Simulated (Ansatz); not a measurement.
An Ansatz (an electronic-structure program) run. Input:

Ansatz 0.2 input:
```yaml
crystal:
  lattice:
    - [4.9216269323, 0.0, 0.0]
    - [0.0, 3.6959414055, 0.0]
    - [0.0, 0.0, 7.0040260499]
  atoms:
    - { symbol: Si, position: [0.2915279774, 0.25, 0.6134527095] }
    - { symbol: Si, position: [0.7084720226, 0.75, 0.3865472905] }
    - { symbol: Si, position: [0.2084720226, 0.75, 0.1134527095] }
    - { symbol: Si, position: [0.7915279774, 0.25, 0.8865472905] }
    - { symbol: Ni, position: [0.4576841142, 0.25, 0.2927178005] }
    - { symbol: Ni, position: [0.5423158858, 0.75, 0.7072821995] }
    - { symbol: Ni, position: [0.0423158858, 0.75, 0.7927178005] }
    - { symbol: Ni, position: [0.9576841142, 0.25, 0.2072821995] }
    - { symbol: Ni, position: [0.3288180223, 0.25, 0.9397801931] }
    - { symbol: Ni, position: [0.6711819777, 0.75, 0.0602198069] }
    - { symbol: Ni, position: [0.1711819777, 0.75, 0.4397801931] }
    - { symbol: Ni, position: [0.8288180223, 0.25, 0.5602198069] }
kpoints:
  mp_grid: { grid: [8, 11, 6] }
hamiltonian:
  xc: pbesol
  pseudopotentials: { kind: paw }
scf:
  occupations: { method: fermi_dirac, width: 0.1 }
phonons:
  method: dfpt
  response_accuracy: low
  eigenvectors: true
  rigid_motions: translations
```

Output (shortened):

```
Pseudopotential: Si, paw, valence charge 4
Pseudopotential: Ni, paw, valence charge 18
Functional definition: PBEsol
Crystal: 12 atoms, lattice volume = 127.404 Å³
Basis set: ecut = 420 eV, 2483 PW (Γ), exchange–correlation on 72×60×96 points (8 copies of the dense FFT grid, shifted against one another)
Bands: 96, of which v1, the nominal top of the filled ones, is band 80 counted from 1 (79 counted from 0)
Symmetry: 8 space group operations
k-points: 156 of 528 (irreducible under 2 space group operations, time reversal used)
SCF iter   1: F=—  HF=-48933.402109 eV  |F-HF|=—  |Δ(HF+E_count)|=         —  Δρ=2.20e-2  dr2=3.38e-1  ethr=1.77e-3  ⟨swp⟩=5.0  Hψ=52667  notcnv=0  defer=135
preconditioner: auto → Kerker (q_TF=auto, 2.834 Å⁻¹)
SCF iter   2: F=—  HF=-48933.350248 eV  |F-HF|=—  |Δ(HF+E_count)|=   5.19e-2  Δρ=5.35e-3  dr2=2.35e-2  ethr=2.11e-4  ⟨swp⟩=2.9  Hψ=30368  notcnv=0  defer=694
SCF iter   3: F=—  HF=-48933.347098 eV  |F-HF|=—  |Δ(HF+E_count)|=   3.15e-3  Δρ=1.66e-3  dr2=2.94e-3  ethr=1.47e-5  ⟨swp⟩=1.1  Hψ=14377  notcnv=0  defer=694
SCF iter   4: F=—  HF=-48933.346493 eV  |F-HF|=—  |Δ(HF+E_count)|=   6.05e-4  Δρ=3.37e-4  dr2=1.32e-4  ethr=1.84e-6  ⟨swp⟩=2.3  Hψ=20718  notcnv=0  defer=694
SCF iter   5: F=—  HF=-48933.346505 eV  |F-HF|=—  |Δ(HF+E_count)|=   1.21e-5  Δρ=1.51e-4  dr2=2.10e-5  ethr=8.23e-8  ⟨swp⟩=2.1  Hψ=22635  notcnv=0  defer=694
SCF iter   6: F=—  HF=-48933.346500 eV  |F-HF|=—  |Δ(HF+E_count)|=   5.16e-6  Δρ=6.68e-5  dr2=5.11e-6  ethr=1.31e-8  ⟨swp⟩=2.0  Hψ=21743  notcnv=0  defer=694
SCF iter   7: F=—  HF=-48933.346514 eV  |F-HF|=—  |Δ(HF+E_count)|=   1.37e-5  Δρ=1.09e-5  dr2=9.62e-8  ethr=3.19e-9  ⟨swp⟩=1.3  Hψ=17278  notcnv=0  defer=694
SCF iter   8: F=—  HF=-48933.346513 eV  |F-HF|=—  |Δ(HF+E_count)|=   5.47e-8  Δρ=2.30e-6  dr2=5.31e-9  ethr=6.01e-11  ⟨swp⟩=2.0  Hψ=25512  notcnv=0  defer=694
SCF iter  11: F=-48933.346513 eV  HF=-48933.346513 eV  |F-HF|=0.00e0  |Δ(HF+E_count)|=  7.28e-12  Δρ=6.83e-8  dr2=5.37e-12  ethr=1.00e-12  ⟨swp⟩=10.8  Hψ=80203  notcnv=0
SCF 1 converged in 11 iterations: F = -48933.346513 eV  dr2 = 5.37e-12
DFPT response loops at Γ: preconditioner auto → Kerker (q_TF=auto, 2.834 Å⁻¹) (partly filled bands, converged f_vac=0.001) …
SCF converged after 11 iterations
Free energy (F): -48933.346513 eV
Harris-Foulkes:  -48933.346513 eV  (|F-HF|=0.00e0)
Internal energy: -48933.177442 eV  (E = F + TS)
E sigma→0 (E₀):  -48933.261978 eV
Entropy (-TS):   -0.169071 eV (-14.089 meV/atom)
Fermi energy:    17.686174 eV
--- Per-component energies (eV) ---
  E_band       = -2223.496150
  E_kinetic    = 2467.365180
  E_local      = -31410.092093  (includes V_loc(G=0)·N_el)
  E_nonlocal   = 5202.620206
  E_hartree    = 13413.014654
  E_xc         = -911.264379
  E_vxc        = -1084.166094  (∫ρ·V_xc dr)
  E_paw        = -14769.786773  (= ΣΔE_a)
  E_vpaw       = -4225.256766  (= ΣTr[D̂ρ^β])
  E_aug_tail   = 0.004183  (compensation charges beyond the density's cutoff)
  E_ewald      = -22926.742975
  E_core_change = 1.704553  (= ΣΔE_core)
  E_smearing   = -0.169071  (= −TS)
  E_closure    = 0.000000  (closes the sum)
  Σ components = -48933.346513   (vs F -48933.346513, Δ=0.00e0)
  [band-id]    e_kinetic+e_local+e_nonlocal+2·e_hartree+e_vxc+e_vpaw+e_augmentation_tail = -2223.496074   (vs E_band -2223.496150, Δ=7.59e-5)
--- Band table (eV; the first three rows and the last of 156) ---
  k-point 0: bands = ["-85.6405", "-85.6398", "-85.6346", "-85.6346", "-85.4981", "-85.4975", "-85.4891", "-85.4890", "-46.2644", "-46.2607", "-46.2602", "-46.2541", "-46.2244", "-46.2092", "-46.1951", "-46.1820", "-46.1672", "-46.1642", "-46.1366", …
  k-point 1: bands = ["-85.6404", "-85.6398", "-85.6346", "-85.6346", "-85.4981", "-85.4976", "-85.4891", "-85.4890", "-46.2644", "-46.2618", "-46.2588", "-46.2543", "-46.2237", "-46.2110", "-46.1935", "-46.1826", "-46.1670", "-46.1644", "-46.1364", …
  k-point 2: bands = ["-85.6403", "-85.6399", "-85.6346", "-85.6346", "-85.4980", "-85.4977", "-85.4891", "-85.4890", "-46.2641", "-46.2629", "-46.2573", "-46.2549", "-46.2217", "-46.2148", "-46.1901", "-46.1842", "-46.1666", "-46.1651", "-46.1357", …
  k-point 155: bands = ["-85.6375", "-85.6375", "-85.6368", "-85.6368", "-85.4936", "-85.4936", "-85.4936", "-85.4936", "-46.2612", "-46.2612", "-46.2599", "-46.2599", "-46.2069", "-46.2069", "-46.2051", "-46.2051", "-46.1599", "-46.1599", "-46.1593", …
--- Phonons (Γ-DFPT): 9 representative perturbations + reference, on 156 of 528 k-points (Σ response iterations 31) ---
  ASR residual: 8.628e-4 → 0.000e0 eV/Å²; symmetrization residual: 3.831e-5 eV/Å²
  ASR residual per site (eV/Å²): 1.35e-4 1.35e-4 1.35e-4 1.35e-4 8.63e-4 8.63e-4 8.63e-4 8.63e-4 6.65e-4 6.65e-4 6.65e-4 6.65e-4
  Γ frequencies (cm⁻¹): 0.00 0.00 0.00 108.72 110.74 123.55 146.73 152.37 162.16 164.95 175.77 176.86 194.45 197.23 198.66 202.46 205.37 215.43 225.20 228.96 236.64 240.80 271.81 278.69 280.59 284.66 308.02 318.16 381.19 384.22 385.17 385.34 385.48 386.79 393.33 398.13
  non-analytic LO–TO correction: not included (Born effective charges unavailable; polar crystals: no LO–TO splitting at Γ)
```

Cost: very roughly 40 core-minutes on shared cores.

Space group Pnma. The PBEsol relaxation kept the symmetry of its start; of distortions, only those at the zone centre were tested. The run is not spin-polarised. As this level gives no gap, phonon frequencies hold no LO–TO term and depend on the k-mesh and smearing (Fermi–Dirac, 0.1 eV here).

Potentials: the later of the program's two PAW sets.

Ansatz is a plane-wave DFT program.
